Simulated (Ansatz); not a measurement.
# How far is PAW off for Sb$_{3}$Au?

```
CELL_PARAMETERS angstrom
-3.04000 3.04000 3.04000
3.04000 -3.04000 3.04000
3.04000 3.04000 -3.04000
ATOMIC_POSITIONS crystal
Sb 0.00000 0.50000 0.50000
Sb 0.50000 0.00000 0.50000
Sb 0.50000 0.50000 0.00000
Au 0.00000 0.00000 0.00000
```

Atoms are numbered in the order listed.

The cell comes from COD entry 1510290, which wasn't checked; take it as a given geometry.

No spin–orbit coupling, which matters for the heavy atoms here.

All numbers are computed: DFT, LDA, PAW with Ansatz's default frozen-core files, scalar-relativistic (Ansatz 0.2.0); DFT, LDA, all-electron LAPW, scalar-relativistic (Ansatz 0.2.0).

For PAW: a Γ-centred 10×10×10 k mesh, Fermi–Dirac smearing of 0.05 eV, cutoff 420 eV, no spin polarisation; the PAW files were made with PBE, and the program remakes their frozen cores for this functional. LAPW targets a basis error of 1 meV/atom. The Ansatz runs share mesh, smearing and spin set-up. Plane-wave (PAW) pressures include the program's estimate of the Pulay term.

Stress and pressure are positive in compression.

Levels count from the Fermi level.

PAW results:

```tsv
quantity	PAW
pressure (GPa)	-7.85
highest filled level at P (eV)	-0.317
lowest empty level at P (eV)	0.960
highest filled level at Γ (eV)	-1.113
lowest empty level at Γ (eV)	3.905
highest filled level at N (eV)	-0.100
lowest empty level at N (eV)	0.081
```

**Question.** What does all-electron LAPW give for the same quantities?

**Answer.** 
```json
{"quantity": "pressure (GPa)", "LAPW": "-7.83"}
{"quantity": "highest filled level at P (eV)", "LAPW": "-0.316"}
{"quantity": "lowest empty level at P (eV)", "LAPW": "0.962"}
{"quantity": "highest filled level at Γ (eV)", "LAPW": "-1.115"}
{"quantity": "lowest empty level at Γ (eV)", "LAPW": "3.907"}
{"quantity": "highest filled level at N (eV)", "LAPW": "-0.099"}
{"quantity": "lowest empty level at N (eV)", "LAPW": "0.081"}
```
